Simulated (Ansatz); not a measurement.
NbSi:
```yaml
crystal:
  lattice:
    - [3.15564, 0.00000, 0.00000]
    - [0.00000, 3.15564, 0.00000]
    - [0.00000, 0.00000, 3.15564]
  atoms:
    - { symbol: Nb, position: [0.00000, 0.00000, 0.00000] }
    - { symbol: Si, position: [0.50000, 0.50000, 0.50000] }
```

Relaxed with PBE. Special points in fractions of this cell's reciprocal vectors: Γ (0.000, 0.000, 0.000); X (0.000, 0.500, 0.000); M (0.500, 0.500, 0.000); R (0.500, 0.500, 0.500).

Task: List the band energies nearest the Fermi level at these points for DFT-PBE in the program Ansatz with PAW potentials.

Result: In eV from the Fermi level; about four levels below and three above (degenerate sets whole), none deeper than 8.9 eV; points with the same levels are listed once.

```
k                    below           above
-  -----------------------  --------------
Γ              -2.65 -2.65  2.25 2.25 2.25
X  -6.28 -1.51 -1.08 -1.08  2.72 4.20 5.40
M  -8.00 -2.88 -2.88 -2.18  0.31 0.31 4.16
R  -5.09 -5.09 -5.09 -3.89  3.87 3.87 3.87
```

Space group Pm-3m (CsCl type). A made-up cell: these elements were put on the sites of a structure type; neither database checked (COD, Materials Project) lists it. Whether it is the stable phase at ambient conditions was not checked. The cell was relaxed with PBE under the symmetry of its start; whether a distortion lowers the energy is not shown. The run is not spin-polarised. Scalar-relativistic: spin–orbit coupling is off unless named, which matters more the heavier the elements.

Potentials: the later of the program's two PAW sets.
